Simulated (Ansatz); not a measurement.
ZnGeO₃ in space group R-3 (No. 148; Zn on 6c, Ge on 6c, O on 18f), the program Ansatz at the r²SCAN level (PAW). The conduction-band minimum lies at Γ, with 1 equivalent valley. Second derivatives d²E/dk² of the lowest band at one valley (eV·Å²), along Cartesian directions:

```tsv
direction	d²E/dk²
[100]	30.12
[010]	30.12
[001]	29.04
[110]	30.12
[101]	29.58
[011]	29.58
```

Find the principal effective masses, the density-of-states mass and the conductivity mass.

Off-diagonal terms follow from H_xy = H[110] − (H_xx + H_yy)/2, and m*/mₑ = 7.620 eV·Å² over each eigenvalue: 0.25, 0.25, 0.26. One valley's DOS mass (m₁m₂m₃)^(1/3) = 0.26, conductivity mass 3/(Σ 1/mᵢ) = 0.26 mₑ.

What effective density of states Nc follows at 300 K for parabolic valleys?

Nc = 2.509e19 × 1 × (0.26)^(3/2) ≈ 3.3e18 cm⁻³.

With the computed static dielectric constant 14.1 (mean of the diagonal), estimate a hydrogenic donor's binding energy and radius.

E = 13.606 eV × 0.26/14.1² ≈ 18 meV; a = 0.529 Å × ε/m* ≈ 29 Å. Semilocal masses tend to be too small when the gap is underestimated.

The first step of the workflow began from a Materials Project structure, measured or hypothetical; the Crystallography Open Database copy checked does not list it. Its standing as an ambient phase is unchecked. The cell was relaxed with r²SCAN under the symmetry of its start; whether a distortion lowers the energy is not shown. Scalar-relativistic: spin–orbit coupling is off unless named, which matters more the heavier the elements.

Potentials: the later of the program's two PAW sets.
